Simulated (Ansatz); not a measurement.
RbLuSe$_{2}$:
```
CELL_PARAMETERS angstrom
      2.06986     1.19504     7.93341
     -2.06986     1.19504     7.93341
      0.00000    -2.39007     7.93341
ATOMIC_POSITIONS crystal
  Se 0.23089 0.23089 0.23089
  Se 0.76911 0.76911 0.76911
  Lu 0.50000 0.50000 0.50000
  Rb 0.00000 0.00000 0.00000
```

Relaxed with r²SCAN. Special points in fractions of this cell's reciprocal vectors: Γ (0.000, 0.000, 0.000); T (0.500, 0.500, 0.500); H2 (0.818, 0.182, 0.500); H0 (0.500, -0.182, 0.182); L (0.500, 0.000, 0.000); S0 (0.341, -0.341, 0.000); S2 (0.659, 0.000, 0.341); F (0.500, 0.000, 0.500).

Problem. List the band energies nearest the valence-band maximum at these points for r²SCAN (plane waves, PAW; program Ansatz).

Solution. In eV from the valence-band maximum; about four levels below and three above (degenerate sets whole), none deeper than 8.9 eV; points with the same levels are listed once.

| k | below | above |
|---|---|---|
| Γ | -1.68 -1.68 -0.35 0.00 0.00 | 3.16 3.64 3.70 3.70 |
| T | -1.63 -1.63 -1.18 -0.10 -0.10 | 3.67 3.75 3.75 |
| H2 | -2.40 -1.54 -1.40 -1.39 | 3.77 4.56 4.82 |
| L | -1.46 -1.46 -1.37 -1.05 | 2.78 4.38 5.04 |
| S0 | -2.41 -1.55 -1.42 -1.37 | 3.79 4.67 4.72 |
| F | -1.71 -1.55 -0.98 -0.94 | 2.35 4.55 5.36 |

Space group R-3m. The workflow started from an entry of the Crystallography Open Database (COD, 153 K). Its standing as an ambient phase is unchecked. The r²SCAN relaxation kept the symmetry of its start; its stability against distortions is not shown here. Spin–orbit coupling is left out wherever it is not named.

Potentials: the later of the program's two PAW sets.
